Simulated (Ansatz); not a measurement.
# HfSn₃S₈: relaxed-ion elastic tensor

Theory: Ansatz, DFT PBE, scalar-relativistic, plane waves, PAW. Cutoff 420 eV, 6×6×4 k-points (Γ-centred), fixed occupations. No spin polarisation.

Equilibrium structure at this level:
```
Hf Sn S
1.0
     7.39679    0.00000    0.00000
    -3.69840    6.40581    0.00000
     0.00000    0.00000    6.95036
Hf Sn S
1 3 8
Direct
  0.00000 0.00000 0.00000
  0.50000 0.50000 0.00000
  0.50000 0.00000 0.00000
  0.00000 0.50000 0.00000
  0.66930 0.83465 0.21246
  0.66667 0.33333 0.21079
  0.16535 0.83465 0.21246
  0.16535 0.33070 0.21246
  0.83465 0.66930 0.78754
  0.83465 0.16535 0.78754
  0.33333 0.66667 0.78921
  0.33070 0.16535 0.78754
```

The cell was found from a structure generator's guess, not taken from experiment. Spin–orbit coupling is left out, which matters for heavy elements. No dispersion correction is applied, so modes and constants that involve weak contacts between layers, chains or molecules come out too soft.

Question: Give the relaxed-ion elastic constants (GPa, Voigt order xx yy zz yz xz xy, on the Cartesian axes of the cell above).

Answer:
```
94.4 25.0  0.8  0.0  0.0  0.0
25.0 94.4  0.8  0.0  0.0  0.0
 0.8  0.8  2.0  0.0  0.0  0.0
 0.0  0.0  0.0  0.4  0.0  0.0
 0.0  0.0  0.0  0.0  0.4  0.0
 0.0  0.0  0.0  0.0  0.0 34.7
```

Question: Is the crystal stable against homogeneous strain?

Answer: Yes: the least eigenvalue of the tensor is 0.4 GPa.

Question: And the moduli of a polycrystal (Hill averages)?

Answer: B = 15 GPa, G = 9 GPa, E = 23 GPa, ν = 0.23.
